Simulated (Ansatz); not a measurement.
# Fields on a plane of SiC (4H type, space group P6_3mc)

```xyz
8
Lattice="3.0778 0.0000 0.0000 -1.5389 2.6654 0.0000 0.0000 0.0000 10.0773" Properties=species:S:1:pos:R:3 pbc="T T T"
Si     0.0000     0.0000     0.0030
Si     0.0000     0.0000     5.0417
Si     1.5389     0.8885     7.5605
Si     0.0000     1.7769     2.5218
C      0.0000     0.0000     8.1916
C      0.0000     0.0000     3.1529
C      1.5389     0.8885     5.6656
C      0.0000     1.7769     0.6269
```

The slice is a (1 -1 0 0) plane (indices of the conventional cell) through the point (0.667, 0.333, 0.562) (fractional), spanned by u = [110] and v = [001] in vectors of this cell: u (3.08 Å) and v (10.08 Å, at 90° to u). It covers one period; positions are fractions (u, v).

Atoms on it: Si at (0.00, 0.19); C at (0.00, 0.00). Other atoms lie within 1 Å of the plane.

Level of theory: r2SCAN (plane waves to 500 eV, PAW, scalar-relativistic; Ansatz, a program for electronic structure). k mesh 12×12×4. Near the nuclei the fields are pseudised (PAW); where an atom keeps semicore shells as valence, they peak there. SiC was relaxed with its symmetry unable to fall. The PAW data are Ansatz's earlier set.

```
|##%%**--..  ..--**%%|
|**++--::..  ..::--++|
|::::....      ....::|
|                    |
|          ..        |
|        ......      |
|      ..::::::..    |
|      ..--==--..    |
|      ..--==--..    |
|      ..::--::..    |
|        ......      |
|                    |
|                    |
|        ......      |
|      ..::::::..    |
|      ..--==--..    |
|      ..--==--..    |
|      ..::--::..    |
|        ......      |
|                    |
|                    |
|        ......      |
|    ..............  |
|    ..::::::::::..  |
|    ..::::::::::..  |
|    ..............  |
|                    |
|--::..          ..::|
|**==::          ::==|
|@@##--..      ..--##|
|%%%%==::      ::==%%|
|  ++++::..  ..::++++|
```
Scale: ten equal steps from 0.000 (start of ' ') to 0.131 (end of '@'), in the order ' .:-=+*#%@'. Values: density of the highest valence band (whole band, smooth part) in e/Å³. The map has 10 points along u (two characters each, u = 0 at the left) and 32 along v (v = 0 in the bottom row). 

```
|@@%#+++#%@|
|%%#*+=+*#%|
|*+++===+++|
|----===---|
|..:-===-:.|
| .:=+++=:.|
| .-+*#*+-.|
|.:=*#%#*=:|
|.:=*#%#*=:|
|.:=+*#*+=:|
|..-=+*+=-.|
|  :-===-: |
|  .-===-. |
|  :=+++=: |
|..-+*#*+-.|
|.:=*#%#*=:|
|.:=*#%#*=:|
|.:=+*#*+=:|
|..-=+*+=-.|
| .:-===-:.|
|..:-===-:.|
|:--==+==--|
|==+++*+++=|
|=+*******+|
|-=*******=|
|:-+*+++*+-|
|==++===++=|
|**+=-:-=+*|
|%#*=:.:=*#|
|@%#+-:-+#%|
|@@%*=-=*%@|
|@@@#+=+#@@|
```
Scale: ten equal steps from -1.38 (start of ' ') to 0.24 (end of '@'), in the order ' .:-=+*#%@'. Values: log₁₀ of the valence density in e/Å³. The map has 10 points along u (one character each, u = 0 at the left) and 32 along v (v = 0 in the bottom row). The scale is logarithmic, as a density can span decades between atoms and voids.

| Quantity | Value |
|---|---|
| Element round which the density of the highest valence band (whole band, smooth part) is largest on this plane | C |
